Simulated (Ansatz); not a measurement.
## Kick test of a cell of TiB4

The cell was found from a structure generator's guess, not taken from experiment.

These are results of DFT PBE+D3(BJ), scalar-relativistic, plane waves, PAW in Ansatz, not measurements. Cutoff 420 eV; k points 12×12×8 on the computed 5-atom cell (Γ-centred); Gaussian smearing, width 0.10 eV; no spin polarisation.

The cell below (5 atoms, space group P6/mmm (No. 191)) is relaxed within its symmetry.

```yaml
crystal:
  lattice:
    - [3.01116, 0.00000, 0.00000]
    - [-1.50558, 2.60774, 0.00000]
    - [0.00000, 0.00000, 4.99065]
  atoms:
    - { symbol: Ti, position: [0.00000, 0.00000, 0.00000] }
    - { symbol: B, position: [0.33333, 0.66667, 0.69191] }
    - { symbol: B, position: [0.66667, 0.33333, 0.69191] }
    - { symbol: B, position: [0.33333, 0.66667, 0.30809] }
    - { symbol: B, position: [0.66667, 0.33333, 0.30809] }
```

For the test a repeat of it with 10 atoms (edges 3.01, 4.99, 5.22 Å) was strained at random (σ = 1.5 % a component), the atoms were moved at random (σ = 0.10 Å), and all was relaxed again on a coarse 8×4×4 mesh (in the run’s order of axes) with 0.20 eV smearing, with no symmetry imposed.

Q: Is the structure stable against such a distortion?

A: It doesn't return. The energy falls by 69 meV/atom on that mesh, the volume changes by -2.3 %, and the end has space group C2/m (No. 12) at a loose tolerance. Relaxed again on a 14×14×8 mesh with 0.10 eV smearing, the new structure lies 68 meV/atom below the first (mesh in the axes of the run's cell; the cell below is made exact in the group named). Space group C2/m (No. 12), monoclinic, a = 3.039 Å, b = 5.183 Å, c = 4.888 Å, β = 96.3°. Ti is surrounded by 12 B at 2.31–2.44 Å; B has 4 B at 1.73–1.82 Å, 1 B at 2.03 Å and 3 Ti at 2.31–2.44 Å.

```yaml
crystal:
  lattice:
    - [1.51953, -2.59156, 0.00000]
    - [1.51953, 2.59156, 0.00000]
    - [-0.53319, 0.00000, 4.85885]
  atoms:
    - { symbol: Ti, position: [0.00000, 0.00000, 0.00000] }
    - { symbol: B, position: [0.58061, 0.24108, 0.67157] }
    - { symbol: B, position: [0.24108, 0.58061, 0.67157] }
    - { symbol: B, position: [0.75892, 0.41939, 0.32843] }
    - { symbol: B, position: [0.41939, 0.75892, 0.32843] }
```
